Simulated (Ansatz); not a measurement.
Relaxed-ion elastic tensor of BaCuSF in space group P4/nmm (No. 129; Ba on 2c, Cu on 2b, S on 2c, F on 2a) in GPa (Voigt order), the program Ansatz at the r²SCAN level (PAW); density 5.51 g/cm³, 18.99 Å³ per atom.

```csv
,1,2,3,4,5,6
1,114,35.8,51.7,0.0,0.0,0.0
2,35.8,114,51.7,0.0,0.0,0.0
3,51.7,51.7,94.9,0.0,0.0,0.0
4,0.0,0.0,0.0,38.3,0.0,0.0
5,0.0,0.0,0.0,0.0,38.3,0.0
6,0.0,0.0,0.0,0.0,0.0,21.1
```

Q: Is the crystal mechanically stable?

A: Yes: the smallest eigenvalue of C is 21.1 GPa.

Q: Work out the Voigt, Reuss and Hill averages.

A: K_V = 66.8, K_R = 66.8, K_H = 66.8; G_V = 31.7, G_R = 29.3, G_H = 30.5 GPa.

Q: Give Young's modulus, Poisson's ratio, Pugh's ratio and the universal anisotropy index.

A: E = 9KG/(3K + G) = 79.4 GPa; ν = 0.30; K/G = 2.19 (ductile by the Pugh limit of 1.75); A_U = 5G_V/G_R + K_V/K_R − 6 = 0.42.

Q: Estimate the sound speeds and the Debye temperature.

A: v_l = √((K + 4G/3)/ρ) = 4420 m/s, v_t = √(G/ρ) = 2350 m/s, mean 2630 m/s; Θ = (h/k)(3n/4πV)^(1/3) v_m = 293 K.

Q: How much does each axis shrink under pressure?

A: Linear compressibilities β_i = Σ_j S_ij (j = 1 to 3): x 4.9, y 4.9, z 5.2 per TPa.

The first step of the workflow began from a Materials Project structure, measured or hypothetical; the Crystallography Open Database copy checked does not list it. Its standing as an ambient phase is unchecked. Symmetry was held in the r²SCAN relaxation; phonons on a q-mesh show no instability. No spin polarisation was allowed. No Hubbard U is applied. Spin–orbit coupling is left out wherever it is not named.

Potentials: the earlier of the program's two PAW sets.
